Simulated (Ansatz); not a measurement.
An Ansatz (an electronic-structure program) run. Input:

Ansatz 0.2 input:
```yaml
crystal:
  lattice:
    - [1.7796286136, -5.0333928805, 0.0]
    - [1.7796286136, 5.0333928805, 0.0]
    - [0.0, 0.0, 4.6899353358]
  atoms:
    - { symbol: Te, position: [0.6374527443, 0.3625472557, 0.25] }
    - { symbol: Ta, position: [0.9213466458, 0.0786533542, 0.25] }
    - { symbol: Te, position: [0.3625472557, 0.6374527443, 0.75] }
    - { symbol: Ta, position: [0.0786533542, 0.9213466458, 0.75] }
kpoints:
  mp_grid: { grid: [12, 12, 9] }
hamiltonian:
  xc: pbesol
  pseudopotentials: { azcp: { folder: ./paw }, kind: paw }
scf:
  occupations: { method: fermi_dirac, width: 0.1 }
phonons:
  method: dfpt
  response_accuracy: low
  eigenvectors: true
  rigid_motions: translations
```

Output (shortened):

```
Pseudopotential: Te, paw, valence charge 16
Pseudopotential: Ta, paw, valence charge 13
Functional definition: PBEsol
Crystal: 4 atoms, lattice volume = 84.021 Å³
Basis set: ecut = 420 eV, 1631 PW (Γ), exchange–correlation on 72×72×64 points (8 copies of the dense FFT grid, shifted against one another)
Bands: 35, of which v1, the nominal top of the filled ones, is band 29 counted from 1 (28 counted from 0)
Symmetry: 8 space group operations
k-points: 215 of 1296 (irreducible under 4 space group operations, time reversal used)
SCF iter   1: F=—  HF=-33420.698648 eV  |F-HF|=—  |Δ(HF+E_count)|=         —  Δρ=6.63e-2  dr2=1.13e1  ethr=3.10e-3  ⟨swp⟩=6.1  Hψ=32592  notcnv=0
preconditioner: auto → Kerker (q_TF=auto, 2.565 Å⁻¹)
SCF iter   2: F=—  HF=-33418.930462 eV  |F-HF|=—  |Δ(HF+E_count)|=    1.77e0  Δρ=3.97e-2  dr2=4.17e0  ethr=3.10e-3  ⟨swp⟩=3.4  Hψ=14578  notcnv=0
SCF iter   3: F=—  HF=-33417.919785 eV  |F-HF|=—  |Δ(HF+E_count)|=    1.01e0  Δρ=5.26e-3  dr2=6.46e-2  ethr=3.10e-3  ⟨swp⟩=3.4  Hψ=12310  notcnv=0  defer=1
SCF iter   4: F=—  HF=-33417.909608 eV  |F-HF|=—  |Δ(HF+E_count)|=   1.02e-2  Δρ=2.01e-3  dr2=4.63e-3  ethr=1.11e-4  ⟨swp⟩=2.0  Hψ=12060  notcnv=0
SCF iter   5: F=—  HF=-33417.908819 eV  |F-HF|=—  |Δ(HF+E_count)|=   7.89e-4  Δρ=4.73e-4  dr2=4.37e-4  ethr=7.98e-6  ⟨swp⟩=2.0  Hψ=9613  notcnv=0
SCF iter   6: F=—  HF=-33417.908743 eV  |F-HF|=—  |Δ(HF+E_count)|=   7.67e-5  Δρ=1.10e-4  dr2=9.75e-6  ethr=7.54e-7  ⟨swp⟩=2.0  Hψ=9539  notcnv=0
SCF iter   7: F=—  HF=-33417.908740 eV  |F-HF|=—  |Δ(HF+E_count)|=   2.58e-6  Δρ=2.89e-5  dr2=6.02e-7  ethr=1.68e-8  ⟨swp⟩=2.0  Hψ=13593  notcnv=0
SCF iter   8: F=—  HF=-33417.908740 eV  |F-HF|=—  |Δ(HF+E_count)|=   2.74e-7  Δρ=6.52e-6  dr2=4.57e-8  ethr=1.04e-9  ⟨swp⟩=2.0  Hψ=13420  notcnv=0
SCF iter  11: F=-33417.908740 eV  HF=-33417.908740 eV  |F-HF|=1.46e-11  |Δ(HF+E_count)|=  1.46e-11  Δρ=1.02e-7  dr2=8.88e-12  ethr=1.00e-12  ⟨swp⟩=5.3  Hψ=37457  notcnv=0
the search or the solves at the SCF's close seem to have found levels that the self-consistency loop had missed (the run counts 2) …
SCF 1 converged in 11 iterations: F = -33417.908740 eV  dr2 = 8.88e-12
DFPT response loops at Γ: preconditioner auto → Kerker (q_TF=auto, 2.565 Å⁻¹) (partly filled bands, converged f_vac=0.000) …
SCF converged after 11 iterations
Free energy (F): -33417.908740 eV
Harris-Foulkes:  -33417.908740 eV  (|F-HF|=1.46e-11)
Internal energy: -33417.813234 eV  (E = F + TS)
E sigma→0 (E₀):  -33417.860987 eV
Entropy (-TS):   -0.095506 eV (-23.876 meV/atom)
Fermi energy:    16.957639 eV
--- Per-component energies (eV) ---
  E_band       = -588.297486
  E_kinetic    = 1140.624454
  E_local      = -3755.977308  (includes V_loc(G=0)·N_el)
  E_nonlocal   = 120.966307
  E_hartree    = 1795.100270
  E_xc         = -883.134146
  E_vxc        = -674.424434  (∫ρ·V_xc dr)
  E_paw        = -25554.230928  (= ΣΔE_a)
  E_vpaw       = -1009.687349  (= ΣTr[D̂ρ^β])
  E_aug_tail   = 0.000367  (compensation charges beyond the density's cutoff)
  E_ewald      = -6282.339297
  E_core_change = 1.177048  (= ΣΔE_core)
  E_smearing   = -0.095506  (= −TS)
  E_closure    = 0.000000  (closes the sum)
  Σ components = -33417.908740   (vs F -33417.908740, Δ=0.00e0)
  [band-id]    e_kinetic+e_local+e_nonlocal+2·e_hartree+e_vxc+e_vpaw+e_augmentation_tail = -588.297424   (vs E_band -588.297486, Δ=6.20e-5)
--- Band table (eV; the first three rows and the last of 215) ---
  k-point 0: bands = ["-51.4346", "-51.3767", "-21.0639", "-21.0636", "-21.0597", "-21.0567", "-21.0412", "-21.0393", "-21.0390", "-21.0373", "-21.0308", "-21.0178", "-18.1307", "-18.1298", "-17.9651", "-17.9205", "-17.8697", "-17.5510", "2.2076", "4.5307", …
  k-point 1: bands = ["-51.4328", "-51.3784", "-21.0639", "-21.0636", "-21.0604", "-21.0574", "-21.0407", "-21.0387", "-21.0386", "-21.0373", "-21.0313", "-21.0183", "-18.1409", "-18.1352", "-17.9617", "-17.8986", "-17.8721", "-17.5580", "2.2859", "4.4880", …
  k-point 2: bands = ["-51.4278", "-51.3835", "-21.0637", "-21.0635", "-21.0618", "-21.0592", "-21.0396", "-21.0381", "-21.0376", "-21.0362", "-21.0324", "-21.0198", "-18.1617", "-18.1471", "-17.9522", "-17.8791", "-17.8464", "-17.5789", "2.5118", "4.3471", …
  k-point 214: bands = ["-51.4106", "-51.4006", "-21.0638", "-21.0630", "-21.0614", "-21.0603", "-21.0418", "-21.0403", "-21.0388", "-21.0371", "-21.0285", "-21.0274", "-18.1932", "-18.1831", "-17.9253", "-17.9081", "-17.7043", "-17.6473", "3.9419", "3.9488", …
--- Phonons (Γ-DFPT): 6 representative perturbations + reference, on 215 of 1296 k-points (Σ response iterations 16) ---
  ASR residual: 1.203e-3 → 0.000e0 eV/Å²; symmetrization residual: 3.008e-4 eV/Å²
  ASR residual per site (eV/Å²): 4.89e-4 1.20e-3 4.89e-4 1.20e-3
  Γ frequencies (cm⁻¹): 0.00 0.00 0.00 99.94 104.86 119.76 125.10 144.57 151.26 164.94 184.47 199.64
  non-analytic LO–TO correction: not included (Born effective charges unavailable; polar crystals: no LO–TO splitting at Γ)
```

Cost: around 5 core-minutes (rough) on shared cores.

Space group Cmcm. The start of the workflow was typed in or built on a structure type; neither database checked (COD, Materials Project) lists it. Whether it is the stable phase at ambient conditions was not checked. The cell was relaxed with PBEsol under the symmetry of its start; its stability against distortions is not shown here. No spin polarisation was allowed. As this level gives no gap, phonon frequencies hold no LO–TO term and depend on the k-mesh and smearing (Fermi–Dirac, 0.1 eV here). Spin–orbit coupling is left out wherever it is not named.

Potentials: the earlier of the program's two PAW sets. The files were generated under PBE; for other functionals the program regenerates the frozen cores, and for LDA and PBEsol the local potential too.

Ansatz is a plane-wave DFT program.
